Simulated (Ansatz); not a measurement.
A geometry of Ba away from equilibrium: the start of the relaxation of a randomly generated symmetric cell of Ba (space group No. 164). These are r2SCAN (plane waves to 500 eV, PAW, scalar-relativistic; Ansatz, a program for electronic structure) values and carry that method's errors. Γ-centred k-mesh 6×6×8 on the run's cell (coarser than for final values), Fermi–Dirac smearing 0.05 eV.

```xyz
2
Lattice="6.2059 0.0000 0.0000 -3.1030 5.3745 0.0000 0.0000 0.0000 4.3472" Properties=species:S:1:pos:R:3:forces:R:3 pbc="T T T" free_energy=-11928.103 pressure_GPa=0.4
Ba     3.1030     1.7915     3.0272    0.0000    0.0000    0.4707
Ba     0.0000     3.5830     1.3200    0.0000    0.0000   -0.4707
```

Positions in Å, forces in eV/Å, free energy of the cell in eV (comparable only within this code, potentials and settings). Largest force: 0.47 eV/Å, on Ba1, Ba2 (atoms numbered as listed); the geometry lies 0.52 eV/atom above the end of its relaxation.

No spin polarisation in the result.

The run could not lose the symmetry of its start.

The relaxed structure has the type that Ba is known to take under pressure; here it was relaxed at zero pressure, from a generated start.
